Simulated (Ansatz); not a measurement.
## How much do the gradients of CdPtC₆N₆ depend on the method?

Cell: a structure deposited in the COD, its atoms then relaxed with PBE in this cell.

Space group Fm-3m (No. 225); a = 10.9290 Å.

```
site  Wyckoff  site symmetry       x       y       z
  Cd       4b           m-3m  0.5000  0.5000  0.5000
  Pt       4a           m-3m  0.0000  0.0000  0.0000
   C      24e           4m.m  0.5000  0.5000  0.1834
   N      24e           4m.m  0.5000  0.5000  0.2892
```

One atom of each set is listed; the run and its k-mesh use a cell of 14 atoms with edges of 7.73, 7.73, 7.73 Å.

First run. Method: Kohn–Sham DFT in Ansatz, PBE, plane waves and PAW, scalar-relativistic, 420 eV cutoff, Γ-centred 5×5×5 k-points, Fermi–Dirac smearing 0.05 eV.

```tsv
site	V_zz (10²¹ V/m²)	η
C	-3.82	0.00
N	-5.89	0.00
```

Second run. The same atoms and settings, except that the functional is LDA.

**Question.** Given the first result, estimate the second.

**Answer.** 

```tsv
site	V_zz	η	change of V_zz
C	-3.88	0.00	-0.06
N	-6.00	0.00	-0.11
```

The largest change of V_zz is on N, from -5.89 to -6.00. In per cent, |V_zz| changes by +2 on C, +2 on N (all sites that start above 0.5). Sites without a gradient aren't listed.

Without spin–orbit coupling the gradients at and beside Pt can be off by some per cent, at some sites by more. The database entry as given showed forces above 3 eV/Å or a pressure above 30 GPa, though relaxing it moves no atom far.
For the second run: The largest force is 0.4 eV/Å, so the atoms aren't at the calculated equilibrium and relaxing them would move these values.
